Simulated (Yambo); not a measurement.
```
PbSe
1.0
    0.00000     3.09083     3.09083
    3.09083     0.00000     3.09083
    3.09083     3.09083     0.00000
Se Pb
1 1
Direct
  0.50000   0.50000   0.50000
  0.00000   0.00000   0.00000
```

PbSe (rock salt, space group Fm-3m, No. 225): G0W0@PBEsol in Yambo (4×4×4 Γ-centred k mesh, bands 6 to 138 and a 10 Ry block in the screening, 138 bands in G with the Bruneval-Gonze terminator, plasmon pole fitted at 27.2 eV) on wavefunctions from Quantum ESPRESSO. With the symmetry operations that carry no fractional translation, the mesh has 8 irreducible k points, and the gap L → L is 0.924 eV.

Q: What changes when point-group symmetry is switched off and time reversal alone is kept?

A: The mesh then has 36 irreducible points. The exact result doesn't change; the run gives 0.917 eV, and the difference is numerical residue, whose source wasn't traced. Rough time against the symmetric run: about 5× for the empty bands, about 5× for Yambo (3 states against 4).

Spin-orbit coupling is not included.

Geometry of the Materials Project entry, not relaxed at this level.
